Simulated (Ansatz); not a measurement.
The start is a relaxed AlNi cell with every coordinate shifted by Gaussian noise of σ = 0.45 Å. The structure is fully relaxed (lattice and positions, P = 0) with r2SCAN (plane waves to 500 eV, PAW, scalar-relativistic; Ansatz, a first-principles code). The first steps use a coarse 11×11×11 k-mesh.

Starting cell:
```
CELL_PARAMETERS angstrom
      2.86315     0.00000     0.00000
      0.00000     2.86315     0.00000
      0.00000     0.00000     2.86315
ATOMIC_POSITIONS crystal
  Al 0.81548 0.98035 0.87934
  Ni 0.44808 0.48441 0.63486
```

| Property | Value |
|---|---|
| Energy released | 1.40 eV/atom |
| Shortest distances (start → end) | The closest pairs of elements (up to four, under 3.6 Å), start → end: Al–Ni 1.90 → 2.48 Å; Al–Al 2.86 → 2.86 Å; Ni–Ni 2.86 → 2.86 Å |
| Band gap at the end | zero (metallic) |
| Optimiser moves | 8 |

The end point of the relaxation:

```cif
data_AlNi
_chemical_formula_sum 'Al1 Ni1'
_space_group_name_H-M_alt 'Pm-3m'
_space_group_IT_number 221
_space_group_name_Hall '-P 4 2 3'
_cell_length_a 2.86313
_cell_length_b 2.86313
_cell_length_c 2.86313
_cell_angle_alpha 90.000
_cell_angle_beta 90.000
_cell_angle_gamma 90.000
loop_
_atom_site_label
_atom_site_type_symbol
_atom_site_symmetry_multiplicity
_atom_site_Wyckoff_symbol
_atom_site_fract_x
_atom_site_fract_y
_atom_site_fract_z
_atom_site_occupancy
Al1 Al 1 b 0.50000 0.50000 0.50000 1
Ni1 Ni 1 a 0.00000 0.00000 0.00000 1
```

Final values are on a 16×16×16 k-mesh of the relaxed cell. No spin polarisation in the result. A magnetic state may lie lower.
